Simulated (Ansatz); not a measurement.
A relaxation computed with Ansatz, from input to last step.

```yaml
crystal:
  lattice:
    - [4.2849415585, 0.0, 0.0]
    - [0.0, 4.2849415585, 0.0]
    - [0.0, 0.0, 4.2408983399]
  atoms:
    - { symbol: Na, position: [0.0, 0.5, 0.5] }
    - { symbol: Na, position: [0.5, 0.0, 0.5] }
    - { symbol: Na, position: [0.5, 0.5, 0.0] }
    - { symbol: Sc, position: [0.0, 0.0, 0.0] }
basis:
  ecutwfc: 420
kpoints:
  mp_grid: { grid: [4, 4, 4] }
hamiltonian:
  xc: pbe
scf:
  occupations: { method: gaussian, width: 0.1 }
  lower_state_search: "off"
output:
  forces: true
  stress: true
  eigenvalues: true
relax:
  adjacent_minimum: "off"
  f_tol: 0.04
  max_steps: 70
  cell: { stress_tol: 0.4 }
```

```bash
ansatz run input.yaml --threads 1 --pin off --max-ram 2560MiB --backend cpu --events-out ev --progress --plain --runs-dir out
```

Level of theory: Ansatz, DFT PBE, scalar-relativistic, plane waves, PAW.

Of 9 frames 8 are shown, positions in Å and forces in eV/Å; the SCF threshold varies from step to step. Steps run on the plane waves of an earlier cell, with a Pulay correction in the pressure. The basis is chosen afresh for the last frame, the zero of the energies, and at times for earlier ones too; energy and pressure step there, also at an unchanged geometry. Here that happened at step 6 (-17 meV/atom, 1.1 GPa); the frames before carry an error of that size.

```xyz
4
Lattice="4.2849 0.0000 0.0000 0.0000 4.2849 0.0000 0.0000 0.0000 4.2409" Properties=species:S:1:pos:R:3:forces:R:3 pbc="T T T" step=1 free_energy_over_end_meV_per_atom=455.91 pressure_GPa=17.48
Na    0.0000    2.1425    2.1204    0.0000    0.0000    0.0000
Na    2.1425    0.0000    2.1204    0.0000    0.0000    0.0000
Na    2.1425    2.1425    0.0000    0.0000    0.0000    0.0000
Sc    0.0000    0.0000    0.0000    0.0000    0.0000    0.0000
4
Lattice="4.4939 0.0000 0.0000 0.0000 4.4939 0.0000 0.0000 0.0000 4.4475" Properties=species:S:1:pos:R:3:forces:R:3 pbc="T T T" step=2 free_energy_over_end_meV_per_atom=211.26 pressure_GPa=9.51
Na    0.0000    2.2469    2.2237    0.0000    0.0000    0.0000
Na    2.2469    0.0000    2.2237    0.0000    0.0000    0.0000
Na    2.2469    2.2469    0.0000    0.0000    0.0000    0.0000
Sc    0.0000    0.0000    0.0000    0.0000    0.0000    0.0000
4
Lattice="4.7028 0.0000 0.0000 0.0000 4.7028 0.0000 0.0000 0.0000 4.6540" Properties=species:S:1:pos:R:3:forces:R:3 pbc="T T T" step=3 free_energy_over_end_meV_per_atom=74.62 pressure_GPa=4.28
Na    0.0000    2.3514    2.3270    0.0000    0.0000    0.0000
Na    2.3514    0.0000    2.3270    0.0000    0.0000    0.0000
Na    2.3514    2.3514    0.0000    0.0000    0.0000    0.0000
Sc    0.0000    0.0000    0.0000    0.0000    0.0000    0.0000
4
Lattice="4.9058 0.0000 0.0000 0.0000 4.9058 0.0000 0.0000 0.0000 4.8556" Properties=species:S:1:pos:R:3:forces:R:3 pbc="T T T" step=4 free_energy_over_end_meV_per_atom=24.48 pressure_GPa=0.54
Na    0.0000    2.4529    2.4278    0.0000    0.0000    0.0000
Na    2.4529    0.0000    2.4278    0.0000    0.0000    0.0000
Na    2.4529    2.4529    0.0000    0.0000    0.0000    0.0000
Sc    0.0000    0.0000    0.0000    0.0000    0.0000    0.0000
4
Lattice="4.9372 0.0000 0.0000 0.0000 4.9372 0.0000 0.0000 0.0000 4.8885" Properties=species:S:1:pos:R:3:forces:R:3 pbc="T T T" step=5 free_energy_over_end_meV_per_atom=23.56 pressure_GPa=0.00
Na    0.0000    2.4686    2.4442    0.0000    0.0000    0.0000
Na    2.4686    0.0000    2.4442    0.0000    0.0000    0.0000
Na    2.4686    2.4686    0.0000    0.0000    0.0000    0.0000
Sc    0.0000    0.0000    0.0000    0.0000    0.0000    0.0000
4
Lattice="4.9372 0.0000 0.0000 0.0000 4.9372 0.0000 0.0000 0.0000 4.8885" Properties=species:S:1:pos:R:3:forces:R:3 pbc="T T T" step=6 free_energy_over_end_meV_per_atom=6.46 pressure_GPa=1.07
Na    0.0000    2.4686    2.4442    0.0000    0.0000    0.0000
Na    2.4686    0.0000    2.4442    0.0000    0.0000    0.0000
Na    2.4686    2.4686    0.0000    0.0000    0.0000    0.0000
Sc    0.0000    0.0000    0.0000    0.0000    0.0000    0.0000
4
Lattice="5.0004 0.0000 0.0000 0.0000 5.0004 0.0000 0.0000 0.0000 4.9541" Properties=species:S:1:pos:R:3:forces:R:3 pbc="T T T" step=7 free_energy_over_end_meV_per_atom=1.15 pressure_GPa=0.42
Na    0.0000    2.5002    2.4771    0.0000    0.0000    0.0000
Na    2.5002    0.0000    2.4771    0.0000    0.0000    0.0000
Na    2.5002    2.5002    0.0000    0.0000    0.0000    0.0000
Sc    0.0000    0.0000    0.0000    0.0000    0.0000    0.0000
4
Lattice="5.0433 0.0000 0.0000 0.0000 5.0433 0.0000 0.0000 0.0000 4.9985" Properties=species:S:1:pos:R:3:forces:R:3 pbc="T T T" step=9 free_energy_over_end_meV_per_atom=0.00 pressure_GPa=0.03
Na    0.0000    2.5217    2.4993    0.0000    0.0000    0.0000
Na    2.5217    0.0000    2.4993    0.0000    0.0000    0.0000
Na    2.5217    2.5217    0.0000    0.0000    0.0000    0.0000
Sc    0.0000    0.0000    0.0000    0.0000    0.0000    0.0000
```

The start puts this composition into another compound's structure type, which needn't suit it. The cell swells from 19.5 to 31.8 Å³ an atom, so the end can be far from any stable crystal. At the end the space group is Pm-3m (tolerance 0.05 Å).

It took 11 s on 1 thread of Intel(R) Xeon(R) 6975P-C (Granite Rapids), on a shared host, peak memory 0.41 GiB.

The k mesh is coarse. Spin polarisation was left out, and a magnetic state may lie lower.